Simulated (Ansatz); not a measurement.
BP (zinc blende, F-43m) at seven volumes, LDA (plane waves, PAW; program Ansatz), scaled uniformly. One row is withheld.

```json
[
 {"V (Å³/atom)": "10.300", "P (GPa)": "19.74"},
 {"V (Å³/atom)": "10.640", "P (GPa)": "12.19"},
 {"V (Å³/atom)": "10.979", "P (GPa)": "5.65"},
 {"V (Å³/atom)": "11.319", "P (GPa)": "-0.01"},
 {"V (Å³/atom)": "11.658", "P (GPa)": "-4.92"},
 {"V (Å³/atom)": "11.998", "P (GPa)": "?"},
 {"V (Å³/atom)": "12.338", "P (GPa)": "-12.86"}
]
```

Question: Fit the shown pressures and predict the withheld one.

Answer: P = (3/2)B₀(x^(7/2) − x^(5/2))[1 + (3/4)(B′ − 4)(x − 1)] with x = (V₀/V)^(2/3). Least squares on the six rows gives V₀ = 11.318 Å³/atom, B₀ = 175 GPa, B′ = 3.77. At V = 11.998, x = 0.9618 and P = -9.15 GPa. The run itself gave -9.17 GPa.

Symmetry was held in the LDA relaxation; phonons on a q-mesh show no instability.

Potentials: the later of the program's two PAW sets.
